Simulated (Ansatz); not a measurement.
## Notes on CaH

```xyz
2
Lattice="-2.5550 2.7176 0.0000 2.5550 0.0000 2.9005 2.5550 2.7176 0.0000" Properties=species:S:1:pos:R:3 pbc="T T T"
H     0.0000    0.0000    0.0000
Ca    0.0000    2.7176    0.0000
```

Method: PBE, no spin polarisation; PAW, plane waves to 420 eV, 11×11×11 Γ-centred mesh, gaussian occupations (width 0.0381 eV) (Ansatz 0.2.0), atoms fixed.

How is the charge shared?

Bader charges in e: Ca +1.11, H -1.11. In the mean Ca gives up most and H takes most.

Is there a gap?

It is a metal, with about 1.6 states/eV a cell as the mean within 0.25 eV of the Fermi level.

Is it stable against the elements?

-0.14 eV an atom against the elements' usual phases (free molecules for gases, crystals otherwise, with no correction for O₂ or N₂), so it is bound against them; other compounds may still compete. Relaxing would lower it.

What does the stress say?

The pressure is -3.9 GPa (compression positive), so with the atoms held at these fractions the cell would first shrink. The principal stresses -4.8, -3.9, -3.0 GPa differ, so its shape would change too.

Describe some of the short contacts.

H–Ca at 2.56 Å: least valence density 0.11 e/Å³ and ELF 0.09 there. These are pseudo-fields; inside the PAW spheres they differ from the all-electron ones.

Origin: a known structure type with other elements, at an estimated volume, so it need not be a known compound.
